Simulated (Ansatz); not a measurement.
Relaxation of a relaxed LiNbO3 cell shaken by Gaussian noise of σ = 0.08 Å a coordinate; 10 atoms in the cell, which starts as P1 (No. 1), aP10; a = b = 5.406 Å, c = 5.603 Å, α = β = 118.84°, γ = 90.00°. The numbers are results of r2SCAN (plane waves to 500 eV, PAW, scalar-relativistic; Ansatz, a first-principles code), not measurements. Γ-centred k-mesh 5×5×6 on the run's cell (coarser than for final values), Fermi–Dirac smearing 0.05 eV. This is the first round of the run. 

The optimiser's lines from the output (shortened; P is positive under compression):

```
relax step   1: F+E_penalty+E_count = -12959.24101667 eV  Δ(F+E_penalty+E_count) = +0.000e0 eV  max|allowed force component| = 4.042e0 eV/Å  Δτ_max = 0.0000 Å  P = +3.155 GPa  Ω = 119.742 Å³  (9 SCF iters, dr2 threshold 1.00e-7 eV, accepted)
relax step   2: F+E_penalty+E_count = -12960.27999403 eV  Δ(F+E_penalty+E_count) = -1.039e0 eV  max|allowed force component| = 1.392e0 eV/Å  Δτ_max = 0.1957 Å  P = +0.334 GPa  Ω = 118.866 Å³  (9 SCF iters, dr2 threshold 1.00e-6 eV, accepted)
relax step   3: F+E_penalty+E_count = -12960.66287018 eV  Δ(F+E_penalty+E_count) = -3.829e-1 eV  max|allowed force component| = 5.584e-1 eV/Å  Δτ_max = 0.2000 Å  P = -0.157 GPa  Ω = 116.538 Å³  (8 SCF iters, dr2 threshold 1.00e-6 eV, accepted)
relax step   4: F+E_penalty+E_count = -12960.92520454 eV  Δ(F+E_penalty+E_count) = -2.623e-1 eV  max|allowed force component| = 8.471e-1 eV/Å  Δτ_max = 0.1951 Å  P = -1.005 GPa  Ω = 113.687 Å³  (8 SCF iters, dr2 threshold 1.00e-6 eV, accepted)
relax step   5: F+E_penalty+E_count = -12961.11707565 eV  Δ(F+E_penalty+E_count) = -1.919e-1 eV  max|allowed force component| = 7.312e-1 eV/Å  Δτ_max = 0.1965 Å  P = -1.787 GPa  Ω = 109.593 Å³  (9 SCF iters, dr2 threshold 1.00e-6 eV, accepted)
relax step   6: F+E_penalty+E_count = -12961.29039912 eV  Δ(F+E_penalty+E_count) = -1.733e-1 eV  max|allowed force component| = 4.384e-1 eV/Å  Δτ_max = 0.2000 Å  P = +0.337 GPa  Ω = 106.336 Å³  (9 SCF iters, dr2 threshold 1.00e-6 eV, accepted)
relax step   7: F+E_penalty+E_count = -12961.38112498 eV  Δ(F+E_penalty+E_count) = -9.073e-2 eV  max|allowed force component| = 3.450e-1 eV/Å  Δτ_max = 0.1272 Å  P = -1.222 GPa  Ω = 106.615 Å³  (8 SCF iters, dr2 threshold 1.00e-6 eV, accepted)
relax step   8: F+E_penalty+E_count = -12961.40072525 eV  Δ(F+E_penalty+E_count) = -1.960e-2 eV  max|allowed force component| = 8.516e-2 eV/Å  Δτ_max = 0.0467 Å  P = +0.036 GPa  Ω = 105.861 Å³  (7 SCF iters, dr2 threshold 1.00e-6 eV, accepted)
relax step   9: F+E_penalty+E_count = -12961.40266813 eV  Δ(F+E_penalty+E_count) = -1.943e-3 eV  max|allowed force component| = 2.759e-2 eV/Å  Δτ_max = 0.0099 Å  P = +0.028 GPa  Ω = 105.658 Å³  (6 SCF iters, dr2 threshold 4.53e-7 eV, accepted)
relax step  10: F+E_penalty+E_count = -12961.40288505 eV  Δ(F+E_penalty+E_count) = -2.169e-4 eV  max|allowed force component| = 4.111e-3 eV/Å  Δτ_max = 0.0065 Å  P = +0.051 GPa  Ω = 105.731 Å³  (6 SCF iters, dr2 threshold 4.76e-8 eV, accepted)
relax step  11: F+E_penalty+E_count = -12961.40286863 eV  Δ(F+E_penalty+E_count) = +1.642e-5 eV  max|allowed force component| = 1.047e-3 eV/Å  Δτ_max = 0.0007 Å  P = -0.017 GPa  Ω = 105.783 Å³  (5 SCF iters, dr2 threshold 1.53e-8 eV, accepted)
relax step  12: F+E_penalty+E_count = -12961.40287353 eV  Δ(F+E_penalty+E_count) = -4.902e-6 eV  max|allowed force component| = 1.167e-4 eV/Å  Δτ_max = 0.0001 Å  P = -0.001 GPa  Ω = 105.775 Å³  (4 SCF iters, dr2 threshold 1.19e-9 eV, accepted)
relax step  13: F+E_penalty+E_count = -12961.39375388 eV  Δ(F+E_penalty+E_count) = +9.120e-3 eV  max|allowed force component| = 7.878e-4 eV/Å  Δτ_max = 0.0000 Å  P = +0.028 GPa  Ω = 105.775 Å³  stress off target by 3.42e-2 GPa  SCF on the basis re-selected at this cell (its energy is not comparable with the rows above)  (7 SCF iters)
relax step  14: F+E_penalty+E_count = -12961.39374304 eV  Δ(F+E_penalty+E_count) = +1.085e-5 eV  max|allowed force component| = 1.614e-4 eV/Å  Δτ_max = 0.0002 Å  P = +0.000 GPa  Ω = 105.798 Å³  (5 SCF iters, dr2 threshold 2.92e-9 eV, accepted)
relax step  15: F+E_penalty+E_count = -12961.39375492 eV  Δ(F+E_penalty+E_count) = -1.188e-5 eV  max|allowed force component| = 1.572e-4 eV/Å  Δτ_max = 0.0000 Å  P = +0.000 GPa  Ω = 105.798 Å³  stress off target by 9.56e-4 GPa  SCF on the basis re-selected at this cell (its energy is not comparable with the rows above)  (5 SCF iters)
```

From the first to the last row the energy changes by -0.22 eV/atom and the volume by -11.6 %. The last row is marked as not comparable with the walk above it, whose basis was carried along; it does compare with step 1, since both stand on a basis selected at the nominal cutoff for their own cell.

Later rounds, restarted from the end of this one on a renewed k-mesh, logged 4 more steps and released under 1 meV/atom more. The final structure after all rounds: R3c, hexagonal axes (No. 161), hR10, AFLOW prototype ABC3_hR10_161_a_a_b (as in LiNbO3); a = b = 5.138 Å, c = 13.885 Å, α = β = 90.00°, γ = 120.00°. Between re-selections the logged energies stand on a plane-wave basis carried along with the cell. No spin polarisation in the result.

Of the parent cell (I4cm (No. 108)): it is a generated cell of LiNbO3: the first start was made by a random draw of sites in a space group, and the end was not matched to a known phase here, so it may be hypothetical. Known forms of LiNbO3 include space group No. 161.
